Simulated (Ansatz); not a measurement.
CaS (rock salt, Fm-3m), plane-wave PAW LDA (Ansatz code). The conduction-band minimum lies at X, with 3 equivalent valleys. Second derivatives d²E/dk² of the lowest band at one valley (eV·Å²), along Cartesian directions:

```
direction  d²E/dk²
---------  -------
[100]        5.473
[010]        27.34
[001]        27.34
[110]        16.41
[101]        16.41
[011]        27.33
```

**Question.** Find the principal effective masses, the density-of-states mass and the conductivity mass.

**Answer.** Off-diagonal terms follow from H_xy = H[110] − (H_xx + H_yy)/2, and m*/mₑ = 7.620 eV·Å² over each eigenvalue: 0.28, 0.28, 1.4. One valley's DOS mass (m₁m₂m₃)^(1/3) = 0.48, conductivity mass 3/(Σ 1/mᵢ) = 0.38 mₑ.

**Question.** What effective density of states Nc follows at 300 K for parabolic valleys?

**Answer.** Nc = 2.509e19 × 3 × (0.48)^(3/2) ≈ 2.5e19 cm⁻³.

**Question.** With the computed static dielectric constant 11.4 (mean of the diagonal), estimate a hydrogenic donor's binding energy and radius.

**Answer.** E = 13.606 eV × 0.38/11.4² ≈ 40 meV; a = 0.529 Å × ε/m* ≈ 16 Å. Semilocal masses tend to be too small where the gap is.

**Question.** With ε∞ = 5.40 and ω_LO = 353 cm⁻¹, what Fröhlich coupling constant follows?

**Answer.** α = (1/ε∞ − 1/ε0) √(m* × 13.606 eV/ħω_LO) = 1.1.

Symmetry was held in the LDA relaxation; phonons on a q-mesh show no instability.

Potentials: the later of the program's two PAW sets.
